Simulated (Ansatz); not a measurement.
Problem. Zr (hcp (Mg type), P6_3/mmc) is relaxed with plane-wave PAW PBE (Ansatz code). What lattice parameters of the conventional cell result?

Solution. a = 3.232 Å, c = 5.171 Å.

Symmetry was held in the PBE relaxation. The run is not spin-polarised. Axis ratios of metals converge slowly with the k-mesh, so a and c are less sure than the volume.

Potentials: the earlier of the program's two PAW sets.
